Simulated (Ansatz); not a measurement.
Below is a relaxed structure of Pr4O. The cell was found from a structure generator's guess, not taken from experiment.

The calculation used DFT PBE, scalar-relativistic, plane waves, PAW, and for the lanthanide a 4f-in-core norm-conserving potential, in Ansatz 0.2.0. Cutoff 660 eV, Γ-centred mesh, Gaussian smearing, no spin polarisation.

```xyz
5
Lattice="-3.2317 3.2317 3.2317 3.2317 -3.2317 3.2317 3.2317 3.2317 -3.2317" Properties=species:S:1:pos:R:3 pbc="T T T"
Pr    1.6158    1.6158    1.6158
Pr    1.6158    1.6158   -1.6158
Pr    1.6158   -1.6158    1.6158
Pr   -1.6158    1.6158    1.6158
O     0.0000    0.0000    0.0000
```

Energies over the elements count from the elements' standard structures at the same level (O₂ as a molecule), with no fitted energy shifts.

(1) What space group does it have?

(2) How far does it lie from the elements in energy?

(3) Is it a metal?

Results:

(1) Im-3m (No. 229). Conventional cell: a = 6.463 Å. Pr is surrounded by 2 O at 2.80 Å and 6 Pr at 3.23 Å; O is surrounded by 8 Pr at 2.80 Å.

(2) −0.43 eV/atom.

(3) Yes, bands cross the Fermi level on the 8×8×8 mesh.

The last run used an 8×8×8 mesh for its 5-atom cell and Gaussian smearing of 0.10 eV. A structure relaxed within its symmetry needn't be a true minimum. Another cell of Pr4O relaxed alike, in Pm-3m, lies 0.63 eV/atom lower, so this cell isn't the stable form at this level.

The lanthanide is trivalent by construction, without f bands, f moments or other valences. The reference runs of the other elements, and any phases without the lanthanide, used 420 eV, which shifts energies against them by under 10 meV/atom. The lanthanide's reference is the lowest of its hcp, dhcp and fcc cells.
